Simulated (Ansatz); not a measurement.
NbSi (rock salt, Fm-3m) at seven volumes, plane-wave PAW r²SCAN (Ansatz code), scaled uniformly. One row is withheld.

```
V (Å³/atom)  P (GPa)
-----------  -------
15.424             ?
15.932         10.85
16.441          5.03
16.949          0.00
17.458         -4.32
17.966         -8.03
18.475        -11.22
```

Q: Fit the shown pressures and predict the withheld one.

A: P = (3/2)B₀(x^(7/2) − x^(5/2))[1 + (3/4)(B′ − 4)(x − 1)] with x = (V₀/V)^(2/3). Least squares on the six rows gives V₀ = 16.949 Å³/atom, B₀ = 155 GPa, B′ = 4.02. At V = 15.424, x = 1.0649 and P = 17.67 GPa. The run itself gave 17.58 GPa.

A made-up cell: these elements were put on the sites of a structure type; neither database checked (COD, Materials Project) lists it. Its standing as an ambient phase is unchecked. Symmetry was held in the r²SCAN relaxation; whether a distortion lowers the energy is not shown. The run is not spin-polarised.

Potentials: the later of the program's two PAW sets.
